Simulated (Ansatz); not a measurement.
Consider the following.

Ru:
```
CELL_PARAMETERS angstrom
      2.70352     0.00000     0.00000
     -1.35176     2.34131     0.00000
      0.00000     0.00000     4.26398
ATOMIC_POSITIONS crystal
  Ru 0.33333 0.66667 0.75000
  Ru 0.66667 0.33333 0.25000
```

This is the r²SCAN-relaxed structure.

### Question
All from the program Ansatz at the r²SCAN level (PAW), unless another level is named. Predict the highest zone-centre frequency.

### Answer
256 cm^-1.

### Question
And the bulk modulus (Birch–Murnaghan fit)?

### Answer
337 GPa.

Space group P6_3/mmc (hcp (Mg type)). The cell was relaxed with r²SCAN under the symmetry of its start; of distortions, only those at the zone centre were tested. No spin polarisation was allowed. As this level gives no gap, phonon frequencies hold no LO–TO term and depend on the k-mesh and smearing (Fermi–Dirac, 0.1 eV here).

Potentials: the later of the program's two PAW sets.
